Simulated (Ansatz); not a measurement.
# ScB4: start and end of a relaxation

A trial structure of ScB4 was built thus: random cell by space group and Wyckoff sites (P6/mmm, No. 191). Its size is a rough estimate.

start.xyz

```xyz
10
Lattice="4.7572 0.0000 0.0000 -2.3786 4.1198 0.0000 0.0000 0.0000 4.7586" Properties=species:S:1:pos:R:3 pbc="T T T"
Sc    0.0000    2.7466    0.0000
Sc    2.3786    1.3733    0.0000
B     0.0000    3.4452    2.3793
B    -0.6050    2.3972    2.3793
B     0.6050    2.3972    2.3793
B     2.3786    0.6746    2.3793
B     2.9836    1.7226    2.3793
B     1.7735    1.7226    2.3793
B     0.0000    0.0000    1.5764
B     0.0000    0.0000    3.1821
```

Theory: DFT PBE, scalar-relativistic, plane waves, PAW in Ansatz 0.2.0. Cutoff 420 eV, Gaussian smearing, Γ-centred meshes. Cell and atoms relax first on a coarse mesh and then on a finer one. In between, the cell is made exact in the group found at 0.06 Å. In metals the finer mesh still leaves noise of several meV/atom or more. The steps can't lower the symmetry of their start. No spin polarisation in the relaxation; trial moments died out in a coarse test.

end.xyz

```xyz
10
Lattice="6.0681 0.0000 0.0000 -3.0341 5.2551 0.0000 0.0000 0.0000 4.2184" Properties=species:S:1:pos:R:3 pbc="T T T"
Sc    0.0000    3.5034    0.0000
Sc    3.0341    1.7517    0.0000
B     0.0000    4.4732    2.1092
B    -0.8398    3.0185    2.1092
B     0.8398    3.0185    2.1092
B     3.0341    0.7819    2.1092
B     3.8739    2.2366    2.1092
B     2.1942    2.2366    2.1092
B     0.0000    0.0000    0.8610
B     0.0000    0.0000    3.3574
```

The symmetry stays P6/mmm (No. 191). The volume per atom grows by 44.2 %, from 9.3 to 13.5 Å³. The shortest distance goes from 1.21 Å (B–B) to 1.56 Å (B–B). The ratio c/a of the conventional cell changes by a factor of 0.69. The energy falls by about 2.4 eV/atom (the start's value is from the coarse mesh). The end is written in a standard setting, so origin, axes and order of atoms can differ from the start's.

```
Volume per atom                            : 13.45 Å³
Density                                    : 2.18 g/cm³
Energy over the elements                   : +0.89 eV/atom
Gap on the 6×6×10 mesh of the 10-atom cell : 0 eV (a metal)
```

The zero of energy is the elements' standard structures at the same level; no fitted shifts are applied. It can't be a ground state, since the elements alone are lower.

The last run used Gaussian smearing of 0.10 eV. Symmetry constrained the relaxation, so the result can be a saddle point. In all, the 3 runs took 4.2 min on 1 thread of Intel(R) Xeon(R) Processor @ 2.50GHz (Skylake/Cascade Lake), with other jobs on the host.
